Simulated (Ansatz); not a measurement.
Method: DFT PBE, scalar-relativistic, plane waves, PAW (Ansatz 0.2.0). All cells share a 420 eV cutoff and Γ-centred k meshes spaced at most about 0.3 Å⁻¹ (about 0.25 or finer for metals, 2π included). No spin polarisation in the final relaxations.

Each of these unrelaxed guesses is relaxed in cell and atoms within its symmetry. A guess keeps its type if space group and coordination stay and the shape of the cell changes little (axis ratios within about 15 %, angles within 6°); the volume may change.

1. Cu3Ni2 (collinear spin from parallel moments)

```
CELL_PARAMETERS angstrom
2.55729 0.00000 0.00000
-1.27865 2.21468 0.00000
0.00000 0.00000 20.63120
ATOMIC_POSITIONS crystal
Cu 0.33333 0.66667 0.85000
Cu 0.33333 0.66667 0.05000
Cu 0.33333 0.66667 0.45000
Cu 0.66667 0.33333 0.95000
Cu 0.66667 0.33333 0.15000
Cu 0.66667 0.33333 0.55000
Ni 0.33333 0.66667 0.65000
Ni 0.33333 0.66667 0.25000
Ni 0.66667 0.33333 0.75000
Ni 0.66667 0.33333 0.35000
```

2. Hf2Bi2O

```
CELL_PARAMETERS angstrom
4.57082 0.00000 0.00000
-2.28541 3.95845 0.00000
0.00000 0.00000 7.17057
ATOMIC_POSITIONS crystal
Hf 0.33333 0.66667 0.64440
Hf 0.66667 0.33333 0.35560
Bi 0.33333 0.66667 0.25990
Bi 0.66667 0.33333 0.74010
O 0.00000 0.00000 0.00000
```

3. Sn2Pb3Se5

```
CELL_PARAMETERS angstrom
-2.17345 2.17345 15.36861
2.17345 -2.17345 15.36861
2.17345 2.17345 -15.36861
ATOMIC_POSITIONS crystal
Sn 0.40000 0.40000 0.00000
Sn 0.60000 0.60000 0.00000
Pb 0.80000 0.80000 0.00000
Pb 0.00000 0.00000 0.00000
Pb 0.20000 0.20000 0.00000
Se 0.90000 0.90000 0.00000
Se 0.50000 0.50000 0.00000
Se 0.10000 0.10000 0.00000
Se 0.70000 0.70000 0.00000
Se 0.30000 0.30000 0.00000
```

Question: Which guesses survive the relaxation?

Answer: Guesses 1 and 3 keep their type.

```csv
guess,kept,start group,end group,V start (Å³/atom),V end,"b/a and c/a, end over start",nearest neighbours start,nearest neighbours end
1,yes,P-3m1,P-3m1,11.7,11.5,"1.00, 1.03","Cu 12, Ni 12","Cu 12, Ni 12"
2,no,P-3m1,P-3m1,25.9,22.7,"1.00, 1.99","Bi 4, Hf 4, O 12","Bi 9, Hf 3, O 6"
3,yes,I4/mmm,I4/mmm,29.0,29.2,"1.00, 1.00","Pb 6, Se 6, Sn 6","Pb 6, Se 6, Sn 6"
```

Neighbours count within 15 % of an atom's shortest distance; end groups are read at 0.02 Å (0.05 Å in metals).

Spin–orbit coupling, which can matter for Bi, Hf and Pb, is left out. Trial moments died out on the coarse mesh in Cu3Ni2 P-3m1; another magnetic start might hold. Cells relaxed within their symmetry can be saddle points.
